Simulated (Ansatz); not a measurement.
GePd in space group P6/mmm (No. 191; Pd on 3f, Ge on 1a, Ge on 2d) at seven volumes, PBE in the plane-wave PAW code Ansatz, shape and atoms relaxed at each. One row is withheld.

```tsv
V (Å³/atom)	P (GPa)
16.608	13.23
17.155	8.03
17.703	3.66
18.250	0.00
18.798	?
19.345	-5.53
19.893	-7.59
```

**Question.** Fit the shown pressures and predict the withheld one.

**Answer.** P = (3/2)B₀(x^(7/2) − x^(5/2))[1 + (3/4)(B′ − 4)(x − 1)] with x = (V₀/V)^(2/3). Least squares on the six rows gives V₀ = 18.254 Å³/atom, B₀ = 110 GPa, B′ = 5.11. At V = 18.798, x = 0.9806 and P = -3.00 GPa. The run itself gave -3.03 GPa.

A made-up cell: these elements were put on the sites of a structure type; neither database checked (COD, Materials Project) lists it. COD files the formula under space group No. 62, so this cell is another polymorph or a model. Whether it is the stable phase at ambient conditions was not checked. The PBE relaxation kept the symmetry of its start; its stability against distortions is not shown here. No spin polarisation was allowed.

Potentials: the later of the program's two PAW sets.
